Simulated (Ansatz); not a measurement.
C in space group Im-3m (No. 229; C on 12d), DFT-r²SCAN in the program Ansatz with PAW potentials. The conduction-band minimum lies on the Γ–H line, 56 % of the way from Γ, with 6 equivalent valleys. Second derivatives d²E/dk² of the lowest band at one valley (eV·Å²), along Cartesian directions:

| direction | d²E/dk² |
|---|---|
| [100] | 19.44 |
| [010] | 19.44 |
| [001] | 13.58 |
| [110] | 19.44 |
| [101] | 16.51 |
| [011] | 16.51 |

Q: Find the principal effective masses, the density-of-states mass and the conductivity mass.

A: Off-diagonal terms follow from H_xy = H[110] − (H_xx + H_yy)/2, and m*/mₑ = 7.620 eV·Å² over each eigenvalue: 0.39, 0.39, 0.56. One valley's DOS mass (m₁m₂m₃)^(1/3) = 0.44, conductivity mass 3/(Σ 1/mᵢ) = 0.44 mₑ.

Q: What effective density of states Nc follows at 300 K for parabolic valleys?

A: Nc = 2.509e19 × 6 × (0.44)^(3/2) ≈ 4.4e19 cm⁻³.

The start of the workflow was typed in or built on a structure type; neither database checked (COD, Materials Project) lists it. It is not the phase usual at ambient conditions (space group No. 194, 227). Symmetry was held in the r²SCAN relaxation; whether a distortion lowers the energy is not shown.

Potentials: the later of the program's two PAW sets.

Edges and masses are those of Kohn–Sham bands, whose gap is no quasiparticle gap.
